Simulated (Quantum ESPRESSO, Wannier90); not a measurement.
## Wannier functions of PbS (Cmcm)

```
begin unit_cell_cart
ang
    4.1599100000    0.0000000000    0.0000000000
    0.0000000000    0.0000000000   -4.2793200000
   -2.0799550000    5.9912950000    0.0000000000
end unit_cell_cart
begin atoms_frac
Pb   0.1305600000  0.2500000000  0.2611200000
Pb  -0.1305600000 -0.2500000000 -0.2611200000
S    0.3548000000  0.2500000000 -0.2904000000
S   -0.3548000000 -0.2500000000  0.2904000000
end atoms_frac
```

Cell from Materials Project (mp-1018115), symmetrised, no further relaxation. Not found in the COD (Crystallography Open Database) copy used, which has the formula in other groups; not checked further. Level: PBEsol, spinors with spin-orbit coupling; pw.x of Quantum ESPRESSO at 45 Ry with PseudoDojo potentials, 6×6×6 k-points, Wannier90. Density: 8×8×8 mesh, Gaussian smearing 0.01 Ry.

A tight-binding model is made by disentanglement and projection with no localisation steps (num_iter = 0), so the 32 orbitals stay atom-like: hydrogen-like Pb: s;p; S: s;p, axes along x, y, z; frozen window up to 2.23 eV relative to the valence-band maximum. It follows pw.x to 2.6 meV rms for states up to 1.7 eV relative to the valence-band maximum. Matrix elements depend on this choice of orbitals and windows.

The 20 largest hoppings ⟨m,0|H|n,R⟩ between different sites (one of each Hermitian pair; signs follow the real orbitals' lobes; the list may end inside a set of equal values):

| m | n | R | distance of the centres (Å) | t (eV) | Im t (eV) |
|---|---|---|---|---|---|
| Pb1 py↑ | S3 py↑ | 0 0 1 | 2.93 | 2.311 | 0.000 |
| Pb1 py↓ | S3 py↓ | 0 0 1 | 2.93 | 2.311 | 0.000 |
| S4 py↑ | Pb2 py↑ | 0 0 1 | 2.93 | 2.311 | 0.000 |
| S4 py↓ | Pb2 py↓ | 0 0 1 | 2.93 | 2.311 | 0.000 |
| Pb1 s↑ | S3 py↑ | 0 0 1 | 2.78 | 1.717 | 0.000 |
| Pb1 s↓ | S3 py↓ | 0 0 1 | 2.78 | 1.717 | 0.000 |
| S4 py↑ | Pb2 s↑ | 0 0 1 | 2.78 | -1.717 | 0.000 |
| S4 py↓ | Pb2 s↓ | 0 0 1 | 2.78 | -1.717 | 0.000 |
| Pb1 py↑ | S3 s↑ | 0 0 1 | 2.78 | -1.539 | 0.000 |
| Pb1 py↓ | S3 s↓ | 0 0 1 | 2.78 | -1.539 | 0.000 |
| S4 s↑ | Pb2 py↑ | 0 0 1 | 2.78 | 1.539 | 0.000 |
| S4 s↓ | Pb2 py↓ | 0 0 1 | 2.78 | 1.539 | 0.000 |
| S3 px↑ | Pb2 pz↑ | 0 0 0 | 2.99 | -1.108 | 0.002 |
| S3 px↓ | Pb2 pz↓ | 0 0 0 | 2.99 | -1.108 | -0.002 |
| S4 px↑ | Pb1 pz↑ | 0 0 0 | 2.99 | -1.108 | 0.002 |
| S4 px↓ | Pb1 pz↓ | 0 0 0 | 2.99 | -1.108 | -0.002 |
| Pb1 pz↑ | S4 px↑ | 0 1 0 | 2.99 | 1.108 | 0.002 |
| Pb1 pz↓ | S4 px↓ | 0 1 0 | 2.99 | 1.108 | -0.002 |
| S3 px↑ | Pb2 pz↑ | 0 1 0 | 2.99 | 1.108 | -0.002 |
| S3 px↓ | Pb2 pz↓ | 0 1 0 | 2.99 | 1.108 | 0.002 |
